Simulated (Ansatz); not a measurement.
The following input was run with Ansatz 0.2.0.

```yaml
crystal:
  lattice:
    - [4.325616, -3.031947, -4.518096]
    - [4.327478, -3.02952, 4.518219]
    - [-0.651856, -7.722399, -0.002317]
  atoms:
    - { symbol: V, position: [0.1817856961, 0.434949607, 0.5378934436] }
    - { symbol: V, position: [0.9756041654, 0.2249582861, 0.3541465087] }
    - { symbol: V, position: [0.6861827286, 0.9319849183, 0.5501676879] }
    - { symbol: V, position: [0.4665186781, 0.7179263198, 0.3570958406] }
    - { symbol: V, position: [0.2618496066, 0.5127985004, 0.1666178097] }
    - { symbol: V, position: [0.0234929837, 0.7735326116, 0.6480597973] }
    - { symbol: V, position: [0.8173113152, 0.5635411765, 0.4643128332] }
    - { symbol: V, position: [0.5325786433, 0.280564736, 0.6451103694] }
    - { symbol: V, position: [0.3129146206, 0.0665066551, 0.4520381842] }
    - { symbol: V, position: [0.7372474769, 0.4856926748, 0.8355881682] }
    - { symbol: Ta, position: [0.0694654396, 0.3287752646, 0.94738505] }
    - { symbol: Ta, position: [0.8793109831, 0.1361164511, 0.7370748024] }
    - { symbol: Ta, position: [0.7633694747, 0.0130144723, 0.1649879739] }
    - { symbol: Ta, position: [0.5750303443, 0.8142490451, 0.9530141632] }
    - { symbol: Ta, position: [0.3883767328, 0.6292718861, 0.7400540573] }
    - { symbol: Ta, position: [0.1197863604, 0.8623748312, 0.2651315174] }
    - { symbol: Ta, position: [0.9296318477, 0.6697155115, 0.0548211242] }
    - { symbol: Ta, position: [0.610720567, 0.3692193784, 0.2621517682] }
    - { symbol: Ta, position: [0.424067343, 0.1842422229, 0.0491916365] }
    - { symbol: Ta, position: [0.2357279282, 0.9854765736, 0.8372182793] }
basis:
  ecutwfc: 420
kpoints:
  mp_grid: { grid: [6, 6, 4] }
hamiltonian:
  xc: pbe
scf:
  occupations: { method: gaussian, width: 0.1 }
  n_extra_bands: 10
output:
  forces: true
  stress: true
  eigenvalues: true
  populations: true
  dos:
    method: { smearing: { sigma: 0.1, scheme: gaussian } }
    projected: true
    de: 0.02
  write_density: true
  write_potential: true
  elf: true
  volumetric_format: npy
```

Launched with
```bash
ansatz run input.yaml --threads 4 --pin off --max-ram 9216MiB --backend cpu --events-out ev --progress --plain --runs-dir out
```

The calculation used DFT PBE, scalar-relativistic, plane waves, PAW in Ansatz.

Part of what the program printed, abridged:

```
Warning: the atoms were moved onto the symmetric positions of the space group found under crystal.symmetry.tolerance 1.0e-5 (fractional; ...
scf.n_extra_bands = 10 over 130 filled bands (N_el = 260.0): the run solves 140 bands
Pseudopotentials: kind: paw
Pseudopotential: V, paw, valence charge 13, recommended cutoff 420 eV (normal)
Pseudopotential: Ta, paw, valence charge 13, recommended cutoff 420 eV (normal)
Functional definition: PBE
Crystal: 20 atoms, lattice volume = 319.767 Å³
Basis set: ecut = 420 eV, 6241 PW (Γ), exchange–correlation on 96×96×108 points (8 copies of the dense FFT grid, shifted against one another)
Bands: 140, of which v1, the nominal top of the filled ones, is band 130 counted from 1 (129 counted from 0)
Symmetry: 2 space group operations
Space group: P-1 (ITA 2), of the structure as read, at distance tolerance 6.8e-5 Å
k-points: 76 of 144
Initial density: superposition of atomic densities (neutral atoms: chi_scale 0, normalization atom), corrected by the library's trained network
Initial wavefunctions: pseudopotential atomic-orbital guess
Functional: x = pbe(κ = 0.804, μ = 0.21951497), c = pbe(β = 0.06672455)
SCF iter   1: F=—  HF=-128445.549335 eV  |F-HF|=—  |Δ(HF+E_count)|=         —  Δρ=1.13e-2  dr2=7.71e-1  ethr=1.77e-3  ⟨swp⟩=7.2  Hψ=45731  notcnv=0  defer=1
SCF iter   2: F=—  HF=-128445.519831 eV  |F-HF|=—  |Δ(HF+E_count)|=   2.95e-2  Δρ=2.48e-3  dr2=4.83e-2  ethr=2.97e-4  ⟨swp⟩=1.7  Hψ=13568  notcnv=0  defer=5
SCF iter   3: F=—  HF=-128445.517691 eV  |F-HF|=—  |Δ(HF+E_count)|=   2.14e-3  Δρ=9.85e-4  dr2=4.61e-3  ethr=1.86e-5  ⟨swp⟩=2.0  Hψ=11591  notcnv=0  defer=5
SCF iter   4: F=—  HF=-128445.517611 eV  |F-HF|=—  |Δ(HF+E_count)|=   8.03e-5  Δρ=3.56e-4  dr2=5.58e-4  ethr=1.77e-6  ⟨swp⟩=2.0  Hψ=14096  notcnv=0  defer=5
SCF iter   5: F=—  HF=-128445.517587 eV  |F-HF|=—  |Δ(HF+E_count)|=   2.40e-5  Δρ=8.09e-5  dr2=2.13e-5  ethr=2.15e-7  ⟨swp⟩=2.0  Hψ=13970  notcnv=0  defer=5
SCF iter   6: F=—  HF=-128445.517409 eV  |F-HF|=—  |Δ(HF+E_count)|=   1.78e-4  Δρ=3.20e-5  dr2=4.17e-6  ethr=8.21e-9  ⟨swp⟩=2.1  Hψ=14601  notcnv=0  defer=5
SCF iter   7: F=—  HF=-128445.517409 eV  |F-HF|=—  |Δ(HF+E_count)|=   7.61e-8  Δρ=1.17e-5  dr2=6.65e-7  ethr=1.60e-9  ⟨swp⟩=2.0  Hψ=13276  notcnv=0  defer=5
SCF iter   8: F=-128445.517408 eV  HF=-128445.517408 eV  |F-HF|=2.72e-8  |Δ(HF+E_count)|=   4.12e-8  Δρ=2.63e-6  dr2=3.58e-8  ethr=3.85e-11  ⟨swp⟩=9.8  Hψ=73556  notcnv=0
SCF 1 converged in 8 iterations: F = -128445.517408 eV  dr2 = 3.58e-8
SCF converged after 8 iterations
Free energy (F): -128445.517408 eV
Harris-Foulkes:  -128445.517408 eV  (|F-HF|=2.72e-8)
Internal energy: -128445.368637 eV  (E = F + TS)
E sigma→0 (E₀):  -128445.443023 eV
Entropy (-TS):   -0.148772 eV (-7.439 meV/atom)
Fermi energy:    17.451131 eV
--- Per-component energies (eV) ---
  E_band       = -2521.799109
  E_kinetic    = 7018.907866
  E_local      = -15079.656106  (includes V_loc(G=0)·N_el)
  E_nonlocal   = -305.300857
  E_hartree    = 6321.118757
  E_xc         = -3487.805272
  E_vxc        = -3692.449235  (∫ρ·V_xc dr)
  E_paw        = -95093.066418  (= ΣΔE_a)
  E_vpaw       = -3105.541532  (= ΣTr[D̂ρ^β])
  E_aug_tail   = 0.004087  (compensation charges beyond the density's cutoff)
  E_ewald      = -27819.570694
  E_smearing   = -0.148772  (= −TS)
--- Forces (eV/Å), atoms counted from 1 ---
  atom   1  V      0.02110780    -0.01752281    -0.02797452
  atom   2  V     -0.03158052     0.00952830    -0.01662913
  atom   3  V      0.00438554    -0.02450764     0.01455520
  atom   4  V     -0.02515093    -0.03569382     0.00411574
  atom   5  V     -0.01258530    -0.02513540     0.01646677
  atom   6  V      0.03158052    -0.00952830     0.01662913
  atom   7  V     -0.02110780     0.01752281     0.02797452
  atom   8  V      0.02515093     0.03569382    -0.00411574
  atom   9  V     -0.00438554     0.02450764    -0.01455520
  atom  10  V      0.01258530     0.02513540    -0.01646677
  atom  11  Ta    -0.02204203     0.01839555    -0.00667234
  atom  12  Ta     0.02231175     0.02588364     0.01807103
  atom  13  Ta    -0.02207431    -0.05037743    -0.02804418
  atom  14  Ta    -0.03676302     0.01769356    -0.00616617
  atom  15  Ta     0.01908645     0.02310331    -0.01933132
  atom  16  Ta    -0.02231175    -0.02588364    -0.01807103
  atom  17  Ta     0.02204203    -0.01839555     0.00667234
  atom  18  Ta    -0.01908645    -0.02310331     0.01933132
  atom  19  Ta     0.03676302    -0.01769356     0.00616617
  atom  20  Ta     0.02207431     0.05037743     0.02804418
--- Stress (GPa, compression-positive) ---
       -0.101480      -0.035302       0.023787
       -0.035302       0.018434      -0.012893
        0.023787      -0.012893       0.428912
  P = ⅓ Tr σ = 0.1153 GPa (1.153 kbar)
--- Band table (eV; the first three rows and the last of 76) ---
  k-point 0: bands = ["-49.6123", "-49.6067", "-49.5718", "-49.5561", "-49.5337", "-49.5227", "-49.4447", "-49.3937", "-49.3830", "-49.3735", "-46.3022", "-46.2745", "-46.2670", "-46.2495", "-46.1637", "-46.1575", "-46.0645", "-46.0622", "-46.0597", "-46.0586", "-20.3052", "-20.2823", "-20.2803", "-20.2345", "-20.2310", "-20.2167", "-20.2158", "-20.1750", "-20.1530", "-20.1320", "-20.1160", "-20.0970", "-20.0425", "-20.0239", "-20.0134", "-19.9876", "-19.9707", "-19.9614", "-19.9514", "-19.9437", "-19.9318", "-19.9272", "-19.9156", "-19.8885", "-19.8557", "-19.8336", "-19.8244", "-19.8233", "-19.8058", "-19.7897", "-16.6413", "-16.5449", "-16.4610", "-16.4280", "-16.4140", "-16.3612", "-16.3 ...
  k-point 1: bands = ["-49.6120", "-49.6070", "-49.5718", "-49.5563", "-49.5336", "-49.5228", "-49.4448", "-49.3937", "-49.3830", "-49.3735", "-46.3022", "-46.2745", "-46.2670", "-46.2495", "-46.1637", "-46.1575", "-46.0643", "-46.0622", "-46.0598", "-46.0587", "-20.3048", "-20.2841", "-20.2831", "-20.2349", "-20.2312", "-20.2164", "-20.2160", "-20.1744", "-20.1534", "-20.1320", "-20.1154", "-20.0971", "-20.0418", "-20.0243", "-20.0112", "-19.9885", "-19.9706", "-19.9604", "-19.9511", "-19.9429", "-19.9313", "-19.9280", "-19.9165", "-19.8883", "-19.8562", "-19.8340", "-19.8249", "-19.8230", "-19.8028", "-19.7914", "-16.6400", "-16.5378", "-16.4597", "-16.4262", "-16.4125", "-16.3625", "-16.3 ...
  k-point 2: bands = ["-49.6116", "-49.6072", "-49.5717", "-49.5565", "-49.5335", "-49.5228", "-49.4448", "-49.3937", "-49.3830", "-49.3735", "-46.3023", "-46.2744", "-46.2670", "-46.2495", "-46.1636", "-46.1576", "-46.0640", "-46.0622", "-46.0600", "-46.0588", "-20.3044", "-20.2862", "-20.2855", "-20.2354", "-20.2312", "-20.2170", "-20.2151", "-20.1735", "-20.1538", "-20.1319", "-20.1149", "-20.0973", "-20.0412", "-20.0245", "-20.0090", "-19.9892", "-19.9702", "-19.9602", "-19.9502", "-19.9423", "-19.9304", "-19.9292", "-19.9173", "-19.8882", "-19.8568", "-19.8342", "-19.8249", "-19.8232", "-19.7980", "-19.7948", "-16.6387", "-16.5308", "-16.4586", "-16.4235", "-16.4115", "-16.3640", "-16.3 ...
  k-point 75: bands = ["-49.6080", "-49.6078", "-49.5666", "-49.5596", "-49.5379", "-49.5227", "-49.4337", "-49.4215", "-49.3858", "-49.3546", "-46.2958", "-46.2757", "-46.2631", "-46.2615", "-46.1615", "-46.1577", "-46.0634", "-46.0618", "-46.0604", "-46.0584", "-20.3059", "-20.3036", "-20.2659", "-20.2512", "-20.2223", "-20.2061", "-20.1902", "-20.1898", "-20.1405", "-20.1377", "-20.1306", "-20.1223", "-20.0437", "-20.0182", "-20.0058", "-19.9954", "-19.9598", "-19.9556", "-19.9439", "-19.9379", "-19.9319", "-19.9257", "-19.8975", "-19.8910", "-19.8555", "-19.8480", "-19.8333", "-19.8309", "-19.7959", "-19.7938", "-16.5949", "-16.5832", "-16.4586", "-16.4509", "-16.3898", "-16.3142", "-16. ...
--- Löwdin populations: 20 sites ---
  site symbol q [e]
     0      V     12.7150
     1      V     12.7365
     2      V     12.7063
     3      V     12.7610
     4      V     12.7501
     5      V     12.7365
     6      V     12.7150
     7      V     12.7610
     8      V     12.7063
     9      V     12.7501
    10     Ta     13.0469
    11     Ta     13.0518
    12     Ta     13.0607
    13     Ta     13.0168
    14     Ta     13.0508
    15     Ta     13.0518
    16     Ta     13.0469
    17     Ta     13.0508
    18     Ta     13.0168
    19     Ta     13.0607
  spilling = 0.008494 (of n_electrons = 260.000000)
```

The calculation finished and met its thresholds.

The run took 2.4 min on 4 threads of Arm Neoverse V1, on a shared host, peak memory 2.9 GiB.

Spin–orbit coupling is left out, which can shift energies with elements as heavy as these.